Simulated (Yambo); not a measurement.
Yambo input for Cs₂NaScF₆ (space group Fm-3m, No. 225) (a = b = c = 6.3589 Å, α = β = γ = 60.00°), on PBEsol (Quantum ESPRESSO, PseudoDojo norm-conserving, 88 Ry, no spin-orbit coupling) wavefunctions on a 4×4×4 mesh:

```
optics
chi
dipoles
kernel
FFTGvecs= 40 Ry
Chimod= "HARTREE"
NGsBlkXd= 3 Ry
% QpntsRXd
 1 | 1 |
%
% BndsRnXd
 3 | 146 |
%
GrFnTpXd= "R"
% EnRngeXd
 0.0 | 20.0 | eV
%
% DmRngeXd
 0.2 | 0.2 | eV
%
CGrdSpXd= 50
ETStpsXd= 161
% LongDrXd
 1.0 | 0.0 | 0.0 |
%
```

First lines of the file o-*.eps_q1_inv_rpa_dyson:

```
Absorption @ Q(1):   1.00000000     0.00000000     0.00000000    [q->0 direction]
#
# [ X ] Hartree size     :  137
# [GEN] GF Energies     : Perdew, Burke & Ernzerhof SOL(X)+Perdew, Burke & Ernzerhof SOL(C)
# [GEN] Green`s Function     : Retarded
#
# [GEN] Gauge     : Length
# [GEN] [r,Vnl] included     : yes
#
#    E[1] [eV]     Im(eps)     Re(eps)     Im(eps_o)     Re(eps_o)
#
     0.000000     -0.56394E-09     2.238878     0.12547E-17     2.511361
     0.125000     0.444790E-3     2.239017     0.591830E-3     2.511545
     0.250000     0.890452E-3     2.239433     0.001185     2.512099
     0.375000     0.001338     2.240129     0.001780     2.513024
     0.500000     0.001788     2.241104     0.002380     2.514322
     0.625000     0.002241     2.242360     0.002984     2.515994
     0.750000     0.002700     2.243902     0.003595     2.518046
     0.875000     0.003163     2.245730     0.004213     2.520481
     1.000000     0.003633     2.247850     0.004841     2.523305
     1.125000     0.004110     2.250265     0.005479     2.526523
     1.250000     0.004596     2.252980     0.006129     2.530143
     1.375000     0.005091     2.256001     0.006793     2.534173
     1.500000     0.005597     2.259335     0.007473     2.538621
     1.625000     0.006116     2.262988     0.008170     2.543499
     1.750000     0.006647     2.266968     0.008886     2.548817
     1.875000     0.007194     2.271284     0.009624     2.554588
     2.000000     0.007757     2.275946     0.010386     2.560826
     2.125000     0.008338     2.280965     0.011174     2.567547
     2.250000     0.008938     2.286351     0.011990     2.574768
     2.375000     0.009561     2.292119     0.012839     2.582508
     2.500000     0.010207     2.298282     0.013724     2.590787
     2.625000     0.010880     2.304856     0.014647     2.599629
     2.750000     0.011582     2.311857     0.015613     2.609059
     2.875000     0.012315     2.319306     0.016627     2.619105
     3.000000     0.013084     2.327221     0.017693     2.629797
     3.125000     0.013890     2.335627     0.018818     2.641171
     3.250000     0.014739     2.344548     0.020007     2.653263
     3.375000     0.015635     2.354011     0.021267     2.666117
     3.500000     0.016582     2.364047     0.022608     2.679778
     3.625000     0.017587     2.374689     0.024039     2.694300
     3.750000     0.018655     2.385975     0.025570     2.709741
     3.875000     0.019795     2.397947     0.027215     2.726165
     4.000000     0.021013     2.410650     0.028987     2.743648
```
(The file goes on to the top of the energy range.) Convergence of the RPA response with its 4×4×4 mesh was not tested.

Geometry of the Materials Project entry, not relaxed at this level.

The structure is a Materials Project entry; no match was found in the copy of COD used, and its stability was not checked.
